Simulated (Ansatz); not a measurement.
The relaxed structure here is a generated cell of Ir: the first start was made by a random draw of sites in a space group, and the end was not matched to a known phase here, so it may be hypothetical. Known forms of Ir include space group No. 225.

One stationary structure of Ir. Level of theory: PBE (plane waves to 420 eV, PAW, scalar-relativistic; Ansatz, a program for electronic structure).

```xyz
3
Lattice="3.5794 0.0000 0.0000 -1.7897 3.0998 0.0000 0.0000 0.0000 5.2385" Properties=species:S:1:pos:R:3 pbc="T T T"
Ir     1.7897     1.0333     0.0000
Ir     0.0000     2.0666     1.4289
Ir     0.0000     2.0666     3.8096
```

Q: Find the space group and the Wyckoff positions (tolerance 0.01 Å).

A: Space group P-6m2 (No. 187); a = 3.5794 Å, b = 3.5794 Å, c = 5.2385 Å, α = 90.00°, β = 90.00°, γ = 120.00°

```
atom  site  symmetry       x       y       z
----  ----  --------  ------  ------  ------
Ir      1e      -6m2  0.6667  0.3333  0.0000
Ir      2h       3m.  0.3333  0.6667  0.2728
```

Q: Give the shortest distances between elements (the closest pairs, up to four, under 3.6 Å).

A: Ir–Ir 2.38 Å.

| Property | Result |
|---|---|
| Volume per atom | 19.37 Å³ |
| Band gap | no gap (metallic) |

No spin polarisation in the result.

The run could not lower the symmetry of its start; a shaken copy of this end point relaxes with PBE to Pmc2₁ (No. 26), 0.39 eV/atom lower.
